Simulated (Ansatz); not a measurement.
The cell below belongs to a search over invented structures; it isn't taken from experiment.

Input and command of a plane-wave DFT calculation in Ansatz:

```yaml
crystal:
  lattice:
    - [4.4214332787, 0.0, 0.0]
    - [-2.2107166393, 3.8290735405, 0.0]
    - [0.0, 0.0, 14.8367041728]
  atoms:
    - { symbol: Ge, position: [0.0, 0.0, 0.0909241729] }
    - { symbol: Ge, position: [0.0, 0.0, 0.9090758271] }
    - { symbol: Ge, position: [0.3333333333, 0.6666666667, 0.4787941648] }
    - { symbol: Ge, position: [0.6666666667, 0.3333333333, 0.5212058352] }
    - { symbol: Ge, position: [0.3333333333, 0.6666666667, 0.941385584] }
    - { symbol: Ge, position: [0.6666666667, 0.3333333333, 0.058614416] }
    - { symbol: I, position: [0.3333333333, 0.6666666667, 0.3018432027] }
    - { symbol: I, position: [0.6666666667, 0.3333333333, 0.6981567973] }
basis:
  ecutwfc: 420
kpoints:
  mp_grid: { grid: [12, 12, 2] }
hamiltonian:
  xc: pbe
scf:
  occupations: { method: gaussian, width: 0.1 }
output:
  forces: true
  stress: true
  eigenvalues: true
relax:
  adjacent_minimum: "off"
  f_tol: 0.01
  max_steps: 30
  cell: { stress_tol: 0.1, fix: [volume] }
```

```bash
ansatz run input.yaml --threads 1 --pin off --max-ram 2560MiB --backend cpu --events-out ev --progress --plain --runs-dir out
```

Processor: Arm Neoverse V2, 1 thread, on a host shared with other jobs.

**Question.** Estimate time, memory and problem size.

**Answer.** About 3.3 min, peak memory 0.78 GiB. It solves 71 bands at 38 k points (after reduction by symmetry) with about 4953 plane waves, in 38 SCF iterations over 6 ionic steps.
